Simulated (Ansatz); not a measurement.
Ag (fcc, Cu type)

```
CELL_PARAMETERS angstrom
      0.00000     2.02739     2.02739
      2.02739     0.00000     2.02739
      2.02739     2.02739     0.00000
ATOMIC_POSITIONS crystal
  Ag 0.00000 0.00000 0.00000
```

Equation-of-state scan: isotropic scaling of the cell above, V₀ being its volume. Symmetry pins the atoms to their sites.

Computed with PBEsol (plane waves to 420 eV, PAW, scalar-relativistic; Ansatz, a first-principles code). k mesh 20×20×20 (Γ-centred), Fermi-Dirac smearing 0.05 eV. Energies are smeared free energies. Ag was relaxed with its symmetry unable to fall. The PAW data are Ansatz's earlier set. ΔE is measured from the relaxed starting cell.

Give the computed ΔE (eV/atom) at V/V₀ = 0.840, 0.872, 0.904, 0.936, 1.032, 1.064, 1.128, 1.160.


```json
[
 {"V/V₀": "0.840", "ΔE (eV/atom)": "0.234"},
 {"V/V₀": "0.872", "ΔE (eV/atom)": "0.138"},
 {"V/V₀": "0.904", "ΔE (eV/atom)": "0.072"},
 {"V/V₀": "0.936", "ΔE (eV/atom)": "0.029"},
 {"V/V₀": "1.032", "ΔE (eV/atom)": "0.006"},
 {"V/V₀": "1.064", "ΔE (eV/atom)": "0.022"},
 {"V/V₀": "1.128", "ΔE (eV/atom)": "0.078"},
 {"V/V₀": "1.160", "ΔE (eV/atom)": "0.114"}
]
```

(Under strain, the slope of the energy per volume gives the stress and its curvature an elastic modulus.)
